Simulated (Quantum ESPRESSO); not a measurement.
## Ta2WIn3Al2 (input and log of a self-consistent run)

Computed values, not a measurement. The program is pw.x of Quantum ESPRESSO 7.5 (plane-wave density functional theory). The cell is made up: eight metal atoms on a face-centred cubic lattice, with elements, volume, strain and displacements drawn at random and not relaxed, so it may be unstable or far from any real phase. PseudoDojo standard norm-conserving files set the functional (PBE unless stated); there is no spin polarisation or spin-orbit coupling, the Fermi-Dirac width of 0.25 eV means electrons at about 2900 K, and the masses in the input are unused placeholders. Heavy elements are run without spin-orbit coupling, which real alloys of them have. A spin test at this wide smearing found no moment, but such smearing suppresses magnetism that the real alloy may have.

Input:

```
&control calculation='scf', pseudo_dir='./dojo.nc.sr.pbe.v0_5.standard.upf', outdir='./o', disk_io='minimal', tprnfor=.true., tstress=.true. /
&system ibrav=0, nat=8, ntyp=4, nbnd=55, ecutwfc=74.01313486, nosym=.true., tot_charge=0,
 occupations='smearing', smearing='fd', degauss=0.0183746611
/
&electrons conv_thr=1.470e-08, electron_maxstep=70, mixing_beta=0.5 /
ATOMIC_SPECIES
Al 1.0 Al.upf
In 1.0 In.upf
Ta 1.0 Ta.upf
W 1.0 W.upf
CELL_PARAMETERS angstrom
0.0 -2.1483 -2.1483
2.1483 4.2965 -2.1483
8.5931 -4.2965 4.2965
ATOMIC_POSITIONS angstrom
Ta 0.0293 0.1007 -0.0617
W 4.1651 -2.0532 2.1139
In 4.4475 0.0477 0.1264
In 8.442 -2.2398 2.1993
Ta 2.1989 -2.1337 0.0665
Al 6.4241 -4.2195 2.1301
In 2.1459 0.1147 -2.2373
Al 6.5161 -2.197 -0.1406
K_POINTS automatic
8 5 3 1 1 1
```

The log is shortened where brackets say so; the opening notice, blank lines, dates and the lines on written files are dropped, and the path of the files is cut. It prints rydbergs, bohrs and kilobars, and counts compression as positive stress. Its total energy is the free energy E - TS of the whole cell.

```
     Program PWSCF v.7.5
     Parallel version (MPI & OpenMP), running on       4 processor cores
     Number of MPI processes:                 4
     Threads/MPI process:                     1
     [start-up lines left out]
     bravais-lattice index     =            0
     lattice parameter (alat)  =       5.7413  a.u.
     unit-cell volume          =    1070.5082 (a.u.)^3
     number of atoms/cell      =            8
     number of atomic types    =            4
     number of electrons       =        85.00
     number of Kohn-Sham states=           55
     kinetic-energy cutoff     =      74.0131  Ry
     charge density cutoff     =     296.0525  Ry
     scf convergence threshold =      1.5E-08
     mixing beta               =       0.5000
     number of iterations used =            8  plain     mixing
     Exchange-correlation= PBE
                           (   1   4   3   4   0   0   0)
     [axes and pseudopotential details left out]
   Cartesian axes
     site n.     atom                  positions (alat units)
         1        Ta     tau(   1) = (   0.0096440   0.0331451  -0.0203084  )
         2        W      tau(   2) = (   1.3709307  -0.6758049   0.6957841  )
         3        In     tau(   3) = (   1.4638819   0.0157003   0.0416042  )
         4        In     tau(   4) = (   2.7786601  -0.7372237   0.7238933  )
         5        Ta     tau(   5) = (   0.7237616  -0.7023012   0.0218883  )
         6        Al     tau(   6) = (   2.1144741  -1.3888363   0.7011163  )
         7        In     tau(   7) = (   0.7063168   0.0377532  -0.7364009  )
         8        Al     tau(   8) = (   2.1447556  -0.7231362  -0.0462781  )
     number of k points=    60  Fermi-Dirac smearing, width (Ry)=  0.0184
                       cart. coord. in units 2pi/alat
        k(    1) = (   0.0905981  -0.0125219  -0.0758664), wk =   0.0333333
        k(    2) = (  -0.0861804   0.0464052  -0.1347935), wk =   0.0333333
     [further k points left out]
     Dense  grid:    92111 G-vectors     FFT dimensions: (  32,  60, 120)
     Estimated max dynamical RAM per process >     302.40 MB
     Estimated total dynamical RAM >       1.12 GB
     Initial potential from superposition of free atoms
     starting charge      84.9811, renormalised to      85.0000
     Starting wfcs are   65 randomized atomic wfcs
     total cpu time spent up to now is        6.9 secs
     per-process dynamical memory:   243.6 Mb
     Self-consistent Calculation
     iteration #  1     ecut=    74.01 Ry     beta= 0.50
     Davidson diagonalization with overlap
     ethr =  1.00E-02,  avg # of iterations =  3.0
     Threshold (ethr) on eigenvalues was too large:
     Diagonalizing with lowered threshold
     Davidson diagonalization with overlap
     ethr =  4.19E-04,  avg # of iterations =  3.8
     total cpu time spent up to now is       34.1 secs
     total energy              =    -819.78321940 Ry
     estimated scf accuracy    <       0.37758213 Ry
     iteration #  2     ecut=    74.01 Ry     beta= 0.50
     Davidson diagonalization with overlap
     ethr =  4.44E-04,  avg # of iterations =  7.0
     total cpu time spent up to now is       50.4 secs
     total energy              =    -819.45962336 Ry
     estimated scf accuracy    <       5.42660876 Ry
     iteration #  3     ecut=    74.01 Ry     beta= 0.50
     Davidson diagonalization with overlap
     ethr =  4.44E-04,  avg # of iterations =  6.2
     total cpu time spent up to now is       66.4 secs
     total energy              =    -819.77807018 Ry
     estimated scf accuracy    <       1.88701508 Ry
     iteration #  4     ecut=    74.01 Ry     beta= 0.50
     Davidson diagonalization with overlap
     ethr =  4.44E-04,  avg # of iterations =  2.7
     total cpu time spent up to now is       79.3 secs
     total energy              =    -819.84345163 Ry
     estimated scf accuracy    <       1.00655860 Ry
     iteration #  5     ecut=    74.01 Ry     beta= 0.50
     Davidson diagonalization with overlap
     ethr =  4.44E-04,  avg # of iterations =  2.0
     total cpu time spent up to now is       90.8 secs
     total energy              =    -819.89821487 Ry
     estimated scf accuracy    <       0.21270523 Ry
     [iterations 6 to 11 left out]
     iteration # 12     ecut=    74.01 Ry     beta= 0.50
     Davidson diagonalization with overlap
     ethr =  3.41E-10,  avg # of iterations =  2.1
     total cpu time spent up to now is      184.9 secs
     total energy              =    -819.91876397 Ry
     estimated scf accuracy    <       0.00000002 Ry
     iteration # 13     ecut=    74.01 Ry     beta= 0.50
     Davidson diagonalization with overlap
     ethr =  2.53E-11,  avg # of iterations =  3.3
     total cpu time spent up to now is      199.1 secs
     total energy              =    -819.91876397 Ry
     estimated scf accuracy    <       0.00000005 Ry
     iteration # 14     ecut=    74.01 Ry     beta= 0.50
     Davidson diagonalization with overlap
     ethr =  2.53E-11,  avg # of iterations =  2.0
     total cpu time spent up to now is      210.7 secs
     total energy              =    -819.91876397 Ry
     estimated scf accuracy    <       0.00000003 Ry
     iteration # 15     ecut=    74.01 Ry     beta= 0.50
     Davidson diagonalization with overlap
     ethr =  2.53E-11,  avg # of iterations =  2.0
     total cpu time spent up to now is      222.6 secs
     total energy              =    -819.91876398 Ry
     estimated scf accuracy    <       0.00000004 Ry
     iteration # 16     ecut=    74.01 Ry     beta= 0.50
     Davidson diagonalization with overlap
     ethr =  2.53E-11,  avg # of iterations =  1.0
     total cpu time spent up to now is      233.6 secs
     End of self-consistent calculation
     [lines on levels left out]
!    total energy              =    -819.91876398 Ry
     estimated scf accuracy    <          1.1E-09 Ry
     smearing contrib. (-TS)   =      -0.08690118 Ry
     internal energy E=F+TS    =    -819.83186279 Ry
     The total energy is F=E-TS. E is the sum of the following terms:
     one-electron contribution =    -307.57248882 Ry
     hartree contribution      =     205.62920242 Ry
     xc contribution           =    -216.72826988 Ry
     ewald contribution        =    -501.16030650 Ry
     convergence has been achieved in  16 iterations
     Forces acting on atoms (cartesian axes, Ry/au):
     atom    1 type  3   force =    -0.01118802   -0.02515719    0.02478749
     atom    2 type  4   force =     0.04696619   -0.01072159    0.01313139
     atom    3 type  2   force =    -0.01477358   -0.00653562   -0.01129958
     atom    4 type  2   force =     0.01951477    0.05053456   -0.04758060
     atom    5 type  3   force =     0.00595333    0.01776196   -0.01791966
     atom    6 type  1   force =    -0.03347447   -0.01070118    0.00309158
     atom    7 type  2   force =     0.00723839   -0.01810774    0.01995252
     atom    8 type  1   force =    -0.02023661    0.00292679    0.01583685
     Total force =     0.113211     Total SCF correction =     0.000154
     Computing stress (Cartesian axis) and pressure
          total   stress  (Ry/bohr**3)                   (kbar)     P=      -27.25
  -0.00022472   0.00008833  -0.00009432          -33.06       12.99      -13.87
   0.00008833  -0.00017666  -0.00004051           12.99      -25.99       -5.96
  -0.00009432  -0.00004051  -0.00015440          -13.87       -5.96      -22.71
     init_run     :      6.48s CPU      6.69s WALL (       1 calls)
     electrons    :    225.66s CPU    226.75s WALL (       1 calls)
     forces       :      1.87s CPU      1.89s WALL (       1 calls)
     stress       :      6.55s CPU      6.72s WALL (       1 calls)
     [timing details left out]
     PWSCF        :   4m 0.72s CPU   4m 2.28s WALL
     JOB DONE.
```

In other units: free energy -11155.563 eV for the cell, pressure -2.73 GPa, largest force component 1.299 eV/Å in size. The run took 244 s of wall time with four MPI processes on a shared machine (Intel Xeon, 2023 or later, virtual cores), so the time is rough. A rerun of this cell at a higher cutoff and on a denser mesh moved values by no more than 0.003 eV in energy, 0.04 GPa in stress and 0.014 eV/Å in force, and a second program with other atomic files agreed on that cell to 2 % rms in force and 0.5 GPa in pressure.